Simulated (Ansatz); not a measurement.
## Structure relaxation, Hf

The start is a randomly generated symmetric cell of Hf (space group No. 221). The cell and all atomic positions are relaxed at zero pressure with PBEsol (plane waves to 420 eV, PAW, scalar-relativistic; Ansatz, an electronic-structure program). The first steps use a coarse 8×8×8 k-mesh.

Starting cell:
```yaml
crystal:
  lattice:
    - [4.28340, 0.00000, 0.00000]
    - [0.00000, 4.28340, 0.00000]
    - [0.00000, 0.00000, 4.28340]
  atoms:
    - { symbol: Hf, position: [0.50000, 0.00000, 0.00000] }
    - { symbol: Hf, position: [0.00000, 0.50000, 0.00000] }
    - { symbol: Hf, position: [0.00000, 0.00000, 0.50000] }
```

| Quantity | Value |
|---|---|
| Initial pressure | -4.2 GPa (negative: the cell is under tension) |
| Energy released | 0.02 eV/atom |
| Volume change | -5.6 %, from 26.20 to 24.72 Å³/atom |
| Shortest distances (start → end) | The closest pairs of elements (up to four, under 3.6 Å), start → end: Hf–Hf 3.03 → 2.97 Å |
| Optimiser moves | 6 |

The end point of the relaxation:

Space group Pm-3m (No. 221); a = b = c = 4.201 Å, α = β = γ = 90.00°

| atom | site | symmetry | x | y | z |
|---|---|---|---|---|---|
| Hf | 3d | 4/mm.m | 0.0000 | 0.0000 | 0.5000 |

Final values are on a 11×11×11 k-mesh of the relaxed cell. No spin polarisation in the result.

The run could not lose the symmetry of its start: the end is stationary, and may be a saddle point rather than a minimum.

All atoms sit on sites fixed by symmetry, so only the cell could relax.

The relaxed structure here is a generated cell of Hf: the first start was made by a random draw of sites in a space group, and the end was not matched to a known phase here, so it may be hypothetical. Known forms of Hf include space group No. 194.
